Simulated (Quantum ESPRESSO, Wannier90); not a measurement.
Bi2Te3 (R-3m): Wannier90 run

```
Bi2Te3
1.0
   -2.20907     3.82621     0.00000
   -4.41813     0.00000     0.00000
   -2.20907     1.27540    10.75243
Bi Te
2 3
Cartesian
 -2.20907   1.27540  -2.04823
  2.20907  -1.27540   2.04823
 -2.20907   1.27540   3.75882
  2.20907  -1.27540  -3.75882
  0.00000   0.00000   0.00000
```

Materials Project entry mp-34202; symmetrised, unrelaxed at this level. COD (Crystallography Open Database) has an entry of this formula and space group (matched by these alone). Method: LDA plane waves in Quantum ESPRESSO 7.5 (PseudoDojo norm-conserving files, 66 Ry, no spin polarisation, no spin-orbit coupling), Bloch states on a 6×6×6 mesh through Γ, Wannier90 4.0.1. Density: 8×8×8 mesh, Gaussian smearing 0.01 Ry. Spin-orbit coupling is left out although heavy elements are present.

Functional, cutoff and mesh named above are those of the base row (1); the first column says what each row takes instead. Model: 14 functions from bands 26-39, start SCDM (isolated) (the valence bands). Energies are relative to the valence-band maximum; the misfit is to pw.x on a path, for all bands of the set. The lattice is scaled uniformly, fractional positions fixed. Ω_total can sit in another minimum from row to row; Ω_I of an isolated set cannot. A star marks runs that hit the step limit.

```json
[
 {"scale": "0.97", "Ω_I (Å²)": "41.35", "Ω_total (Å²)": "46.87*", "rms misfit (meV)": "27", "gap (eV)": "0.50", "bottom of band 26 (eV)": "-13.63"},
 {"scale": "0.985", "Ω_I (Å²)": "41.88", "Ω_total (Å²)": "47.27*", "rms misfit (meV)": "25", "gap (eV)": "0.50", "bottom of band 26 (eV)": "-13.25"},
 {"scale": "1", "Ω_I (Å²)": "42.44", "Ω_total (Å²)": "47.71*", "rms misfit (meV)": "23", "gap (eV)": "0.50", "bottom of band 26 (eV)": "-12.90"},
 {"scale": "1.015", "Ω_I (Å²)": "43.04", "Ω_total (Å²)": "48.22*", "rms misfit (meV)": "21", "gap (eV)": "0.49", "bottom of band 26 (eV)": "-12.58"},
 {"scale": "1.03", "Ω_I (Å²)": "43.67", "Ω_total (Å²)": "48.76*", "rms misfit (meV)": "20", "gap (eV)": "0.49", "bottom of band 26 (eV)": "-12.29"}
]
```
